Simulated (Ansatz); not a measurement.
**SnSe: moving Se off its site**

SnSe, Fm-3m, a = 6.020 Å. This isn't the usual stable structure of the compound. Ansatz: r2SCAN, PAW, 500 eV, Γ-centred 6×6×6 mesh on 8 atoms, Gaussian smearing 0.05 eV; no spin polarisation.

```yaml
crystal:
  lattice:
    - [6.02000, 0.00000, 0.00000]
    - [0.00000, -6.02000, 0.00000]
    - [0.00000, 0.00000, -6.02000]
  atoms:
    - { symbol: Sn, position: [0.00000, 0.50000, 0.50000] }
    - { symbol: Sn, position: [0.50000, 0.00000, 0.50000] }
    - { symbol: Sn, position: [0.50000, 0.50000, 0.00000] }
    - { symbol: Sn, position: [0.00000, 0.00000, 0.00000] }
    - { symbol: Se, position: [0.50000, 0.00000, 0.00000] }
    - { symbol: Se, position: [0.00000, 0.50000, 0.00000] }
    - { symbol: Se, position: [0.00000, 0.00000, 0.50000] }
    - { symbol: Se, position: [0.50000, 0.50000, 0.50000] }
```

Atom 5 (Se) moves by x along the unit vector (0.000, 0.000, 1.000), with its periodic images; all else is held. y is the free energy of the cell over the start, F the force along the path summed over the moved atoms.

```tsv
x (Å)	y (meV)	F (eV/Å)
-0.100	?	?
-0.060	0.65	0.02
-0.020	0.07	0.01
0.000	0.00	0.00
0.040	0.28	-0.01
0.080	1.21	-0.03
```

Task: Fit y = c2 x² + c3 x³ + c4 x⁴ to the energies of the other rows, give the force constant, and predict energy and force of the missing row.

Result: Least squares on the rows shown. y = 170.5 x² + 3.498 x³ + 2855 x⁴. The force constant is 2 c2 = 0.341 eV/Å² (for all images moving together, not for a lone atom). The force −dy/dx at the missing row is 0.05 eV/Å (computed 0.05). At x = -0.100 the fit asked for gives 1.99 meV. The run gave 2.03 meV, so the fit is 0.04 meV too low, 2 % of the span of the series, against an rms of 0.001 meV on the fitted rows. The row lies outside the fitted range. With a term in x⁵ added, a fit to the same known rows (none to spare) predicts 1.84 meV, further off still.

Cost: 6 runs of about 8 core-minutes in all, on Intel Xeon Platinum 8259CL (Skylake/Cascade Lake) (shared hosts).